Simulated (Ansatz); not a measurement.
Cu Kα1 powder pattern (kinematic, no thermal factors).
```csv
2θ (°),relative intensity,assignment
18.94,100,1 1 0
26.92,5,2 0 0
33.12,49,2 1 1
38.43,97,2 2 0
43.18,23,3 1 0
51.62,27,3 2 1
55.48,16,4 0 0
59.17,14,4 1 1
66.16,6,3 3 2
69.51,30,4 2 2
72.79,15,5 1 0
79.19,8,5 2 1
82.33,9,4 4 0
85.45,7,5 3 0
```

The pattern is computed from a structure relaxed with Ansatz, DFT PBE, scalar-relativistic, plane waves, PAW. Collinear spin, ending at 4.2 μB a primitive cell. Its elements are Sc, Te.

Task: Give the structure.

Result: Sc4Te.
Space group Im-3m (No. 229). a = 6.620 Å, b = 6.620 Å, c = 6.620 Å, α = 90.00°, β = 90.00°, γ = 90.00°
```json
{"atom": "Sc", "site": "8c", "symmetry": ".-3m", "x": "0.2500", "y": "0.2500", "z": "0.7500"}
{"atom": "Te", "site": "2a", "symmetry": "m-3m", "x": "0.0000", "y": "0.0000", "z": "0.0000"}
```

A pattern alone doesn't exclude other cells with like lines; this is the one computed.

Another cell of Sc4Te relaxed alike, in Pm-3m, lies 46 meV/atom lower, so this cell isn't the stable form at this level.

The cell was found from a structure generator's guess, not taken from experiment.
